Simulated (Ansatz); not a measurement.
GeRh (NiAs type, P6_3/mmc) at seven volumes, PBE in the plane-wave PAW code Ansatz, shape and atoms relaxed at each. One row is withheld.

| V (Å³/atom) | P (GPa) |
|---|---|
| 14.730 | 18.88 |
| 15.216 | 11.46 |
| 15.701 | 5.24 |
| 16.187 | 0.03 |
| 16.673 | -4.32 |
| 17.158 | ? |
| 17.644 | -10.99 |

Q: Fit the shown pressures and predict the withheld one.

A: P = (3/2)B₀(x^(7/2) − x^(5/2))[1 + (3/4)(B′ − 4)(x − 1)] with x = (V₀/V)^(2/3). Least squares on the six rows gives V₀ = 16.191 Å³/atom, B₀ = 158 GPa, B′ = 4.94. At V = 17.158, x = 0.9621 and P = -7.94 GPa. The run itself gave -7.96 GPa.

The cell is a constructed one: a structure type filled with these elements; neither database checked (COD, Materials Project) lists it. COD files the formula under space group No. 62, so this cell is another polymorph or a model. Its standing as an ambient phase is unchecked. The PBE relaxation kept the symmetry of its start; whether a distortion lowers the energy is not shown. The run is not spin-polarised.

Potentials: the later of the program's two PAW sets.
